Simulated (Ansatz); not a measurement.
Input:

SiO₂ (space group P6_422)

```
SiO2
1.0
    5.05941     0.00000     0.00000
   -2.52970     4.38158     0.00000
    0.00000     0.00000     5.54082
Si O
3 6
Direct
  0.00000   0.50000   0.33333
  0.50000   0.00000   0.00000
  0.50000   0.50000   0.66667
  0.58350   0.79175   0.83333
  0.79175   0.58350   0.50000
  0.20825   0.79175   0.16667
  0.41650   0.20825   0.83333
  0.20825   0.41650   0.50000
  0.79175   0.20825   0.16667
```

This relaxed cell (volume V₀) is scaled evenly in all directions, its shape held. The atoms relax within the cell's symmetry.

These are r2SCAN (plane waves to 500 eV, PAW, scalar-relativistic; Ansatz, a first-principles code) values and carry that method's errors. k mesh 8×8×6 (Γ-centred), Fermi-Dirac smearing 0.05 eV. E stands for the smeared free energy. Stress and pressure are positive under compression. With the shape held, the modulus is that of even scaling; a crystal free to change shape is softer. SiO2 was relaxed with its symmetry unable to fall. ΔE is measured from the relaxed starting cell.

The scan covers V/V₀ from 0.900 to 1.100 in 11 points.

Q: What is the fitted pressure derivative B₀′?

A: 2.7.

Q: What bulk modulus at fixed cell shape B₀ follows from a third-order Birch-Murnaghan fit?

A: 146 GPa.

(Under strain, the slope of the energy per volume gives the stress and its curvature an elastic modulus.)
